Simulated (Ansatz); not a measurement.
A: GaCuSe2 (chalcopyrite), a = b = 5.672 Å, c = 11.263 Å, α = β = γ = 90.00°
B: Te (trigonal-Te type, space group P3_121), a = b = 4.5211 Å, c = 5.9549 Å, α = β = 90.00°, γ = 120.00°
C: SiC (6H type, space group P6_3mc), a = 3.0950 Å, b = 3.0950 Å, c = 15.1865 Å, α = 90.00°, β = 90.00°, γ = 120.00°
D: Ga2O3 (beta-Ga2O3 type, space group C2/m), a = 12.4560 Å, b = 3.0833 Å, c = 5.8773 Å, α = 90.00°, β = 103.70°, γ = 90.00°
E: IrO₂ (rutile), a = b = 4.529 Å, c = 3.180 Å, α = β = γ = 90.00°

Scan: energy against volume (even scaling of the relaxed cell, symmetry kept). All come from one method, each on a k mesh of its own. All were relaxed with their symmetry unable to fall. At this level the bands of GaCuSe2 touch or barely overlap; measurements give the solid a gap. GaCuSe2 is run without spin polarisation. IrO2 is run without spin polarisation and with no Hubbard U. Spin-orbit coupling is left out. The PAW data are Ansatz's earlier set.

Task: Put the candidates in order of bulk modulus at fixed cell shape (fitted), highest first, for PBE (plane waves to 420 eV, PAW, scalar-relativistic; Ansatz, an electronic-structure program).

Result: E (273 GPa), C (213 GPa), D (157 GPa), A (60.1 GPa), B (23.2 GPa)

(A scan under strain: stresses follow from slopes of the energy per volume, elastic moduli from its curvatures.)
